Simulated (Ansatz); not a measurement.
An Ansatz (a quantum-chemistry and plane-wave program) run. Input:

Ansatz 0.2 input:
```yaml
crystal:
  lattice:
    - [3.8982084858, 0.0, 0.0]
    - [-1.9491042429, 3.3759475779, 0.0]
    - [0.0, 0.0, 32.0]
  periodic: [true, true, false]
  atoms:
    - { symbol: Se, position: [0.6666666667, 0.3333333333, 0.5408753161] }
    - { symbol: Pt, position: [0.0, 0.0, 0.5] }
    - { symbol: Se, position: [0.3333333333, 0.6666666667, 0.4591246839] }
kpoints:
  mp_grid: { grid: [12, 12, 1] }
basis: { xc_grid: 2 }
hamiltonian:
  xc: pbe
  pseudopotentials: { kind: paw }
scf:
  occupations: { method: gaussian, width: 0.005 }
relax:
  f_tol: 0.005
  max_steps: 150
output:
  eigenvalues: true
  stress: true
  write_potential: true
  volumetric_format: []
```

Output (shortened):

```
WARN output.stress: scf.convergence.dr2_threshold = 2.5e-8 eV (the default of a walk held to its f_tol) is looser than the 3e-10 eV advised for a printed …
Pseudopotential: Se, paw, valence charge 16
Pseudopotential: Pt, paw, valence charge 18
Functional definition: PBE
Crystal: 3 atoms, lattice volume = 421.125 Å³
Basis set: ecut = 420 eV, 8327 PW (Γ), exchange–correlation on 54×54×432 points (8 copies of the dense FFT grid, shifted against one another)
Bands: 30, of which v1, the nominal top of the filled ones, is band 25 counted from 1 (24 counted from 0)
Symmetry: 12 space group operations
Space group: P-3m1 (ITA 164), of the structure as read, at distance tolerance 7.5e-5 Å
k-points: 19 of 144
SCF iter   1: F=—  HF=-23462.197035 eV  |F-HF|=—  |Δ(HF+E_count)|=         —  Δρ=1.06e-3  dr2=4.89e-3  ethr=1.77e-3  ⟨swp⟩=13.1  Hψ=3434  notcnv=0
preconditioner: auto → Resta (q_TF=auto, 1.913 Å⁻¹)
SCF iter   2: F=—  HF=-23462.191745 eV  |F-HF|=—  |Δ(HF+E_count)|=   5.29e-3  Δρ=7.23e-4  dr2=3.80e-3  ethr=9.78e-6  ⟨swp⟩=4.9  Hψ=1782  notcnv=0  defer=19
SCF iter   3: F=—  HF=-23462.191356 eV  |F-HF|=—  |Δ(HF+E_count)|=   3.88e-4  Δρ=3.67e-4  dr2=5.52e-4  ethr=7.60e-6  ⟨swp⟩=3.0  Hψ=804  notcnv=0  defer=19
SCF iter   4: F=—  HF=-23462.191580 eV  |F-HF|=—  |Δ(HF+E_count)|=   2.24e-4  Δρ=1.25e-4  dr2=6.31e-5  ethr=1.10e-6  ⟨swp⟩=4.5  Hψ=955  notcnv=0  defer=19
SCF iter   5: F=—  HF=-23462.191622 eV  |F-HF|=—  |Δ(HF+E_count)|=   4.25e-5  Δρ=3.07e-5  dr2=3.33e-6  ethr=1.26e-7  ⟨swp⟩=4.0  Hψ=1010  notcnv=0  defer=19
iter 6 did not close the SCF: its close was put off until two iterations running show no level that it waits for move by more than its bar …
SCF iter   6: F=-23462.191627 eV  HF=-23462.191627 eV  |F-HF|=1.30e-7  |Δ(HF+E_count)|=   5.05e-6  Δρ=4.68e-6  dr2=1.38e-7  ethr=1.25e-9  ⟨swp⟩=25.6  Hψ=5887  notcnv=0
iter 7 did not close the SCF: its close was put off until two iterations running show no level that it waits for move by more than its bar …
SCF iter   7: F=-23462.191628 eV  HF=-23462.191627 eV  |F-HF|=4.94e-8  |Δ(HF+E_count)|=   1.30e-7  Δρ=1.18e-6  dr2=6.31e-9  ethr=2.76e-10  ⟨swp⟩=12.0  Hψ=4434  notcnv=0
SCF iter   8: F=-23462.191628 eV  HF=-23462.191628 eV  |F-HF|=1.21e-8  |Δ(HF+E_count)|=   3.93e-8  Δρ=3.89e-7  dr2=6.24e-10  ethr=1.26e-11  ⟨swp⟩=9.2  Hψ=3654  notcnv=0
SCF 1 converged in 8 iterations: F = -23462.191628 eV  dr2 = 6.24e-10
relax step   1: F+E_penalty+E_count = -23462.19162752 eV  Δ(F+E_penalty+E_count) = +0.000e0 eV  max|allowed force component| = 7.627e-1 eV/Å  Δτ_max = 0.0000 Å  (8 SCF iters, dr2 threshold 6.25e-7 eV, accepted)
Crystal: 3 atoms, lattice volume = 421.125 Å³
iter 1 solved again at ethr=1.07e-4 eV; its pass at ethr=3.10e-3 eV (dr2=5.35e-2 eV) is discarded
SCF iter   1: F=—  HF=-23462.127101 eV  |F-HF|=—  |Δ(HF+E_count)|=         —  Δρ=4.95e-3  dr2=5.30e-2  ethr=1.07e-4  ⟨swp⟩=2.9  Hψ=2907  notcnv=0  defer=19
preconditioner: auto → Resta (q_TF=auto, 1.913 Å⁻¹)
SCF iter   2: F=—  HF=-23462.118494 eV  |F-HF|=—  |Δ(HF+E_count)|=   8.61e-3  Δρ=2.48e-3  dr2=1.30e-2  ethr=1.06e-4  ⟨swp⟩=3.8  Hψ=1054  notcnv=0  defer=19
SCF iter   3: F=—  HF=-23462.119682 eV  |F-HF|=—  |Δ(HF+E_count)|=   1.19e-3  Δρ=1.43e-3  dr2=1.11e-2  ethr=2.60e-5  ⟨swp⟩=3.0  Hψ=1080  notcnv=0  defer=19
SCF iter   4: F=—  HF=-23462.118173 eV  |F-HF|=—  |Δ(HF+E_count)|=   1.51e-3  Δρ=3.73e-4  dr2=5.38e-4  ethr=2.21e-5  ⟨swp⟩=3.2  Hψ=1034  notcnv=0  defer=19
SCF iter   5: F=-23462.118145 eV  HF=-23462.118137 eV  |F-HF|=8.17e-6  |Δ(HF+E_count)|=   3.59e-5  Δρ=7.20e-5  dr2=1.43e-5  ethr=7.27e-8  ⟨swp⟩=27.6  Hψ=7812  notcnv=0
SCF 2 converged in 5 iterations: F = -23462.118145 eV  dr2 = 1.43e-5
  Residual-converged pass: ⟨swp⟩=1.1  Hψ=647  notcnv=0  max |occ|·‖R‖ = 6.9e-9 eV (tolerance 1.0e-8 eV)  dr2=1.43e-5  dr2_onsite=8.05e-7  max |Δocc| = 0.0e0
relax step   2: F+E_penalty+E_count = -23462.11814493 eV  Δ(F+E_penalty+E_count) = +7.348e-2 eV  max|allowed force component| = 1.208e0 eV/Å  Δτ_max = 0.1950 Å  (5 SCF iters, dr2 threshold 3.64e-5 eV, rejected (line search))
Crystal: 3 atoms, lattice volume = 421.125 Å³
SCF iter   1: F=—  HF=-23462.256696 eV  |F-HF|=—  |Δ(HF+E_count)|=         —  Δρ=2.80e-3  dr2=1.59e-2  ethr=3.25e-4  ⟨swp⟩=6.6  Hψ=1893  notcnv=0  defer=18
preconditioner: auto → Resta (q_TF=auto, 1.913 Å⁻¹)
SCF iter   2: F=—  HF=-23462.253856 eV  |F-HF|=—  |Δ(HF+E_count)|=   2.84e-3  Δρ=1.43e-3  dr2=4.35e-3  ethr=3.18e-5  ⟨swp⟩=4.3  Hψ=1370  notcnv=0  defer=19
SCF iter   3: F=—  HF=-23462.254172 eV  |F-HF|=—  |Δ(HF+E_count)|=   3.15e-4  Δρ=8.08e-4  dr2=3.68e-3  ethr=8.70e-6  ⟨swp⟩=3.2  Hψ=1046  notcnv=0  defer=19
SCF iter   4: F=—  HF=-23462.253685 eV  |F-HF|=—  |Δ(HF+E_count)|=   4.87e-4  Δρ=1.97e-4  dr2=1.47e-4  ethr=7.36e-6  ⟨swp⟩=3.1  Hψ=935  notcnv=0  defer=19
SCF iter   5: F=—  HF=-23462.253671 eV  |F-HF|=—  |Δ(HF+E_count)|=   1.35e-5  Δρ=4.07e-5  dr2=5.56e-6  ethr=2.95e-7  ⟨swp⟩=3.1  Hψ=1035  notcnv=0  defer=19
SCF iter   6: F=—  HF=-23462.253780 eV  |F-HF|=—  |Δ(HF+E_count)|=   1.09e-4  Δρ=1.14e-5  dr2=8.38e-7  ethr=1.11e-8  ⟨swp⟩=3.6  Hψ=1168  notcnv=0  defer=19
iter 7 did not close the SCF: its close was put off until two iterations running show no level that it waits for move by more than its bar …
SCF iter   7: F=-23462.253780 eV  HF=-23462.253780 eV  |F-HF|=2.06e-8  |Δ(HF+E_count)|=   4.02e-8  Δρ=1.38e-6  dr2=9.88e-9  ethr=2.00e-10  ⟨swp⟩=24.3  Hψ=5740  notcnv=0
iter 8 did not close the SCF: its close was put off until two iterations running show no level that it waits for move by more than its bar …
SCF iter   8: F=-23462.253780 eV  HF=-23462.253780 eV  |F-HF|=2.36e-9  |Δ(HF+E_count)|=   2.08e-8  Δρ=3.57e-7  dr2=7.35e-10  ethr=1.98e-11  ⟨swp⟩=10.0  Hψ=3947  notcnv=0
SCF iter   9: F=-23462.253780 eV  HF=-23462.253780 eV  |F-HF|=1.09e-10  |Δ(HF+E_count)|=   2.59e-9  Δρ=7.48e-8  dr2=3.59e-11  ethr=1.47e-12  ⟨swp⟩=8.3  Hψ=3633  notcnv=0
SCF 3 converged in 9 iterations: F = -23462.253780 eV  dr2 = 3.59e-11
relax step   3: F+E_penalty+E_count = -23462.25377987 eV  Δ(F+E_penalty+E_count) = -6.215e-2 eV  max|allowed force component| = 6.539e-2 eV/Å  Δτ_max = 0.0870 Å  (9 SCF iters, accepted)
Crystal: 3 atoms, lattice volume = 421.125 Å³
SCF iter   1: F=—  HF=-23462.254109 eV  |F-HF|=—  |Δ(HF+E_count)|=         —  Δρ=1.68e-4  dr2=6.12e-5  ethr=1.14e-6  ⟨swp⟩=5.3  Hψ=1627  notcnv=0  defer=19
preconditioner: auto → Resta (q_TF=auto, 1.913 Å⁻¹)
SCF iter   2: F=—  HF=-23462.254206 eV  |F-HF|=—  |Δ(HF+E_count)|=   9.73e-5  Δρ=8.78e-5  dr2=1.96e-5  ethr=1.22e-7  ⟨swp⟩=3.5  Hψ=1159  notcnv=0  defer=19
SCF iter   3: F=—  HF=-23462.254208 eV  |F-HF|=—  |Δ(HF+E_count)|=   1.76e-6  Δρ=5.54e-5  dr2=1.79e-5  ethr=3.91e-8  ⟨swp⟩=3.1  Hψ=923  notcnv=0  defer=19
SCF iter   4: F=—  HF=-23462.254206 eV  |F-HF|=—  |Δ(HF+E_count)|=   2.27e-6  Δρ=1.18e-5  dr2=5.11e-7  ethr=3.59e-8  ⟨swp⟩=2.7  Hψ=808  notcnv=0  defer=19
SCF iter   5: F=-23462.254206 eV  HF=-23462.254206 eV  |F-HF|=6.65e-9  |Δ(HF+E_count)|=   4.36e-8  Δρ=2.71e-6  dr2=3.69e-8  ethr=5.34e-10  ⟨swp⟩=22.9  Hψ=5470  notcnv=0
SCF 4 converged in 5 iterations: F = -23462.254206 eV  dr2 = 3.69e-8
relax step   4: F+E_penalty+E_count = -23462.25420556 eV  Δ(F+E_penalty+E_count) = -4.257e-4 eV  max|allowed force component| = 5.877e-4 eV/Å  Δτ_max = 0.0065 Å  (5 SCF iters, dr2 threshold 2.67e-7 eV, accepted)
Crystal: 3 atoms, lattice volume = 421.125 Å³
iter 1 solved again at ethr=7.31e-11 eV; its pass at ethr=3.10e-3 eV (dr2=3.65e-8 eV) is discarded
SCF iter   1: F=—  HF=-23462.254203 eV  |F-HF|=—  |Δ(HF+E_count)|=         —  Δρ=2.73e-6  dr2=3.69e-8  ethr=7.31e-11  ⟨swp⟩=1.0  Hψ=1596  notcnv=0
preconditioner: auto → Resta (q_TF=auto, 1.913 Å⁻¹)
SCF iter   2: F=—  HF=-23462.254206 eV  |F-HF|=—  |Δ(HF+E_count)|=   2.30e-6  Δρ=2.13e-6  dr2=2.84e-8  ethr=7.31e-11  ⟨swp⟩=2.0  Hψ=760  notcnv=0
SCF iter   3: F=-23462.254206 eV  HF=-23462.254206 eV  |F-HF|=9.66e-9  |Δ(HF+E_count)|=  7.49e-10  Δρ=1.01e-6  dr2=4.01e-9  ethr=5.00e-11  ⟨swp⟩=13.2  Hψ=4410  notcnv=0
SCF 5 converged in 3 iterations: F = -23462.254206 eV  dr2 = 4.01e-9
relax step   5: F+E_penalty+E_count = -23462.25420558 eV  Δ(F+E_penalty+E_count) = -1.843e-8 eV  max|allowed force component| = 5.995e-4 eV/Å  Δτ_max = 0.0000 Å  (3 SCF iters, accepted)
WARN: The output density's exchange-correlation potential varies sharply where the density is thin …
the relaxation is at rest under the 12 symmetry operations that the run kept from its start: a minimum is not shown …
SCF converged after 3 iterations
Stability not checked: this state was not tested for a lower state beside it, because too few of the mixer's solves of this state at the end of the SCF gave a …
Free energy (F): -23462.254206 eV
Harris-Foulkes:  -23462.254206 eV  (|F-HF|=9.66e-9)
Internal energy: -23462.254206 eV  (E = F + TS)
E sigma→0 (E₀):  -23462.254206 eV
Fermi energy:    -5.084034 eV
--- Per-component energies (eV) ---
  E_band       = -1846.978514
  E_kinetic    = 869.645166
  E_local      = -122785.568916  (includes V_loc(G=0)·N_el)
  E_nonlocal   = -990.522497
  E_hartree    = 60704.668831
  E_xc         = -468.153070
  E_vxc        = -496.418532  (∫ρ·V_xc dr)
  E_paw        = -13277.912654  (= ΣΔE_a)
  E_vpaw       = 146.557875  (= ΣTr[D̂ρ^β])
  E_aug_tail   = -0.001004  (compensation charges beyond the density's cutoff)
  E_ewald      = 52485.589939
  E_smearing   =  0.000000  (= −TS)
  E_closure    = 0.000000  (closes the sum)
  Σ components = -23462.254206   (vs F -23462.254206, Δ=0.00e0)
  [band-id]    e_kinetic+e_local+e_nonlocal+2·e_hartree+e_vxc+e_vpaw+e_augmentation_tail = -1846.970246   (vs E_band -1846.978514, Δ=8.27e-3)
--- Forces (eV/Å), atoms counted from 1 ---
  atom   1  Se     0.00000000     0.00000000     0.00059954
  atom   2  Pt     0.00000000     0.00000000     0.00000000
  atom   3  Se     0.00000000     0.00000000    -0.00059954
  max |Σ_I F_I| component: 5.78e-18 eV/Å
--- 2D stress c σ (N/m, compression-positive) ---
       -3.238608       0.000000       0.000000
        0.000000      -3.238608       0.000000
        0.000000       0.000000       0.000000
  P = ½ c Tr σ = -3.2386 N/m
--- Band table (eV; the first three rows and the last of 19) ---
  k-point 0: bands = ["-104.0851", "-58.3448", "-58.3448", "-58.1475", "-53.1436", "-53.1436", "-53.1423", "-53.1423", "-53.1011", "-53.1011", "-53.0982", "-53.0982", "-53.0841", "-53.0841", "-19.5187", "-17.6517", "-10.7688", "-10.7688", "-10.3214", …
  k-point 1: bands = ["-104.0851", "-58.3451", "-58.3449", "-58.1475", "-53.1436", "-53.1435", "-53.1424", "-53.1423", "-53.1010", "-53.1009", "-53.0984", "-53.0983", "-53.0841", "-53.0841", "-19.4545", "-17.6679", "-10.7537", "-10.7228", "-10.2667", …
  k-point 2: bands = ["-104.0851", "-58.3460", "-58.3451", "-58.1474", "-53.1435", "-53.1433", "-53.1426", "-53.1423", "-53.1008", "-53.1007", "-53.0988", "-53.0984", "-53.0841", "-53.0841", "-19.2702", "-17.7137", "-10.6995", "-10.5952", "-10.1297", …
  k-point 18: bands = ["-104.0850", "-58.3484", "-58.3484", "-58.1471", "-53.1436", "-53.1431", "-53.1431", "-53.1422", "-53.1014", "-53.0994", "-53.0994", "-53.0985", "-53.0840", "-53.0840", "-18.0422", "-18.0422", "-10.9028", "-10.3002", "-10.3002", …
  ° read free of the cell's end (the report's vacuum.weakly_bound_levels)
--- Relaxed structure (5 steps of the walk, 4 accepted, 0 SCFs on fresh bases) ---
  F+E_penalty+E_count = -23462.25420558 eV   max|allowed force component| = 5.995e-4 eV/Å
  cell:  # Å, volume = 421.1247 Å³
    - [3.89820848577063, 0.0, 0.0]
    - [-1.949104242885315, 3.375947577925435, 0.0]
    - [0.0, 0.0, 32.0]
  atoms:
    - { symbol: Se, position: [0.6666666666666665, 0.33333333333333326, 0.5383572414786767] }
    - { symbol: Pt, position: [0.0, 0.0, 0.5] }
    - { symbol: Se, position: [0.33333333333333326, 0.6666666666666665, 0.4616427585213232] }
```

Cost: roughly 100 core-seconds on shared cores.

This run is a variant of the relaxed cell: strain +4 % along x, +4 % along y, atoms relaxed.

A layer that has been made, often on a substrate. The strained cell keeps its size and symmetry.

Potentials: the later of the program's two PAW sets.

Ansatz is a plane-wave DFT program.
